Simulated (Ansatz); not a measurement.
# How much do the gradients of Na4ScTaSi3O12 depend on the method?

Cell: a computed structure from the Materials Project (it need not be an observed phase).

```cif
data_Na4ScTaSi3O12
_symmetry_space_group_name_H-M 'R3c:H'
_symmetry_Int_Tables_number 161
_cell_length_a 9.1830
_cell_length_b 9.1830
_cell_length_c 22.2761
_cell_angle_alpha 90.000
_cell_angle_beta 90.000
_cell_angle_gamma 120.000
loop_
_atom_site_label
_atom_site_type_symbol
_atom_site_symmetry_multiplicity
_atom_site_Wyckoff_symbol
_atom_site_fract_x
_atom_site_fract_y
_atom_site_fract_z
Na1 Na 18 b 0.3074 0.3507 0.5801
Na7 Na 6 a 0.0000 0.0000 0.4933
Sc Sc 6 a 0.0000 0.0000 0.3514
Ta Ta 6 a 0.0000 0.0000 0.6463
Si Si 18 b 0.9583 0.3299 0.5851
O19 O 18 b 0.2092 0.0263 0.3106
O25 O 18 b 0.8037 0.9687 0.6929
O31 O 18 b 0.0094 0.8229 0.4129
O37 O 18 b 0.9643 0.1519 0.5880
```

One atom of each set is listed; the run and its k-mesh use a cell of 42 atoms with edges of 9.12, 9.12, 9.12 Å.

First run. Method: Kohn–Sham DFT in Ansatz, PBE, plane waves and PAW, scalar-relativistic, 420 eV cutoff, Γ-centred 3×3×3 k-points, Fermi–Dirac smearing 0.02 eV.

| site | V_zz (10²¹ V/m²) | η |
| --- | --- | --- |
| Na1 | -0.96 | 0.35 |
| Na7 | -1.03 | 0.00 |
| Sc | 2.84 | 0.00 |
| Ta | 1.96 | 0.00 |
| Si | 2.72 | 0.70 |
| O19 | 4.41 | 0.31 |
| O25 | 6.03 | 0.05 |
| O31 | 5.41 | 0.37 |
| O37 | 5.93 | 0.05 |

Second run. The same atoms and settings, except that the functional is r2SCAN and the cutoff is 500 eV.

Task: Given the first result, estimate the second.

Result: 

| site | V_zz | η | change of V_zz |
| --- | --- | --- | --- |
| Na1 | -1.00 | 0.28 | -0.04 |
| Na7 | -1.04 | 0.00 | -0.01 |
| Sc | 2.83 | 0.00 | -0.01 |
| Ta | 1.83 | 0.00 | -0.13 |
| Si | 2.77 | 0.69 | +0.05 |
| O19 | 4.19 | 0.35 | -0.22 |
| O25 | 6.03 | 0.05 | 0.00 |
| O31 | 5.36 | 0.39 | -0.05 |
| O37 | 5.93 | 0.06 | 0.00 |

The largest change of V_zz is on O19, from 4.41 to 4.19. In per cent, |V_zz| changes by +1 to +4 on Na, -1 on Sc, -7 on Ta, +2 on Si, -5 to 0 on O (all sites that start above 0.5).

Without spin–orbit coupling the gradients at and beside Ta can be off by some per cent, at some sites by more. With these PAW files V_zz is typically within 2 to 3 % of all-electron values, but misses above 10 % occur on Ta.
For the second run: At this cell the principal stresses reach 5 GPa in size with r2SCAN, which can matter for small gradients. The largest force is 0.4 eV/Å, so the atoms aren't at the calculated equilibrium and relaxing them would move these values.
